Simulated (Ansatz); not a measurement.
**Response of Ba to small distortions**

```xyz
1
Lattice="-2.5000 2.5000 2.5000 2.5000 -2.5000 2.5000 2.5000 2.5000 -2.5000" Properties=species:S:1:pos:R:3 pbc="T T T"
Ba    0.0000    0.0000    0.0000
```

Conventional cell: a = 5.000 Å, b = 5.000 Å, c = 5.000 Å, α = 90.00°, β = 90.00°, γ = 90.00°. Ba (atom 1) is surrounded by 8 Ba at 4.33 Å.

The cell is a measured one (Crystallography Open Database entry 9008528); the temperature and pressure of the measurement aren't taken into account, and nothing was relaxed.

No spin–orbit coupling, which matters for the heavy atoms here.

The calculation used DFT, PBEsol, all-electron LAPW, scalar-relativistic (Ansatz 0.2.0).

Sampling and basis: a Γ-centred 10×10×10 k mesh, Fermi–Dirac smearing of 0.05 eV, basis error target 0.5 meV/atom, no spin polarisation.

The unchanged cell is at -0.60 GPa.

In a metal, stresses and small energies carry noise from the k mesh.

x, y and z are the Cartesian axes of the cell as listed; fractional coordinates follow a strain, and an engineering shear is twice the off-diagonal strain component.

With equal xy, yz and zx engineering shear strains of -2 %: energy change +2 meV/atom; stress change (xx, yy, zz, yz, xz, xy) 0.01, 0.01, 0.01, 0.21, 0.21, 0.21 GPa, compression positive.

Problem. With this change (equal xy, yz and zx engineering shear strains of -1 %), what becomes of the energy and stress?

Solution. Energy change under 1 meV/atom; stress change (xx, yy, zz, yz, xz, xy) 0.00, 0.00, 0.00, 0.10, 0.10, 0.10 GPa, compression positive.

Problem. With this change (equal xy, yz and zx engineering shear strains of +1 %), what becomes of the energy and stress?

Solution. Energy change under 1 meV/atom; stress change (xx, yy, zz, yz, xz, xy) 0.00, 0.00, 0.00, -0.10, -0.10, -0.10 GPa, compression positive.

Problem. With this change (equal xy, yz and zx engineering shear strains of +2 %), what becomes of the energy and stress?

Solution. Energy change +2 meV/atom; stress change (xx, yy, zz, yz, xz, xy) 0.00, 0.00, 0.00, -0.19, -0.19, -0.19 GPa, compression positive.
